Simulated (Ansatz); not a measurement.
Cu: two-dimensional strain map

Theory: DFT r2SCAN, scalar-relativistic, plane waves, PAW (Ansatz). Cutoff 500 eV, Γ-centred 24×24×6 k-points, Gaussian smearing of 0.15 eV. No spin polarisation. Energies are free energies at this smearing, counted from the undisturbed cell; pressure is positive in compression.

Reference structure (relaxed at this level; this form isn't the usual structure):

```
CELL_PARAMETERS angstrom
2.52934 0.00000 0.00000
-1.26467 2.19047 0.00000
0.00000 0.00000 8.26394
ATOMIC_POSITIONS crystal
Cu 0.00000 0.00000 0.00000
Cu 0.33333 0.66667 0.25000
Cu 0.00000 0.00000 0.50000
Cu 0.66667 0.33333 0.75000
```

The cell is strained by p along both x and y and by q along z, fractional coordinates fixed. Points are written (p, q).

Energy above the undisturbed cell in meV/atom (a dash: not computed):

```
 p \ q  -0.050  -0.025  0.000  0.025  0.050
-0.050   160.4   111.9   83.2   70.6   71.1
-0.025    71.0       –   18.7      –   24.9
 0.000    30.2       –    0.0      –   22.2
 0.050    49.5       –   58.8      –  107.2
```

Pressure in GPa:

```csv
p \ q,-0.050,-0.025,0.000,0.025,0.050
-0.050,36.7,28.8,22.2,16.7,12.2
-0.025,21.5,–,9.4,–,1.3
0.000,10.0,–,0.0,–,-6.6
0.050,-5.2,–,-12.1,–,-16.4
```